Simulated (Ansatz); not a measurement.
Trial structure of In₃As, not yet relaxed:

```yaml
crystal:
  lattice:
    - [4.25621, 0.00000, 0.00000]
    - [-2.12811, 3.68599, 0.00000]
    - [0.00000, 0.00000, 7.17686]
  atoms:
    - { symbol: In, position: [0.33333, 0.66667, 0.76534] }
    - { symbol: In, position: [0.66667, 0.33333, 0.76534] }
    - { symbol: In, position: [0.00000, 0.00000, 0.75267] }
    - { symbol: As, position: [0.00000, 0.00000, 0.02528] }
```

The calculation used DFT PBE, scalar-relativistic, plane waves, PAW in Ansatz 0.2.0. Settings: cutoff 420 eV, Γ-centred mesh 6×6×4 on the computed 4-atom cell, Gaussian smearing of 0.10 eV; no spin polarisation.

Formation energies are uncorrected and refer to the elements' standard structures at the same level.

Problem. How far from equilibrium is it?

Solution. The pressure is 62.9 GPa (the mean over three directions, positive in compression), the largest force is 20.29 eV/Å, and the energy is +3.74 eV/atom against the elements. The shortest distance is 1.96 Å, so close that the PAW spheres overlap strongly and these values are rough.

Problem. Is it a good guess?

Solution. A poor one: relaxing gains about 3.5 eV/atom (the start's value is from the coarse mesh, so the gain is rough) in 22 ionic steps and ends at +0.22 eV/atom on the finer mesh. The symmetry stays P6mm (No. 183). The volume per atom grows by 18.1 %, from 28.1 to 33.2 Å³. The shortest distance goes from 1.96 Å (In–As) to 2.73 Å (In–As). The ratio c/a of the conventional cell changes by a factor of 0.66. Conventional cell: a = 5.163 Å, c = 5.759 Å. In on a site of symmetry 3m is surrounded by 3 In at 2.98 Å, 3 As at 3.21 Å and 3 In at 3.50 Å; In on a site of symmetry 6mm is surrounded by 1 As at 2.73 Å, 1 As at 3.03 Å and 6 In at 3.50 Å; As is surrounded by 1 In at 2.73 Å, 1 In at 3.03 Å and 6 In at 3.21 Å.

The last run used a 12×12×8 mesh (in the run's order of axes) for its 4-atom cell and Gaussian smearing of 0.10 eV. The reference form of As is held partly by dispersion forces, which this level lacks. The relaxation can't lower the symmetry of the start, and the grade says only how near the guess is to its own end. A structure relaxed within its symmetry needn't be a true minimum. Another cell of In3As relaxed alike, in I4/mmm, lies 137 meV/atom lower, so this cell isn't the stable form at this level.
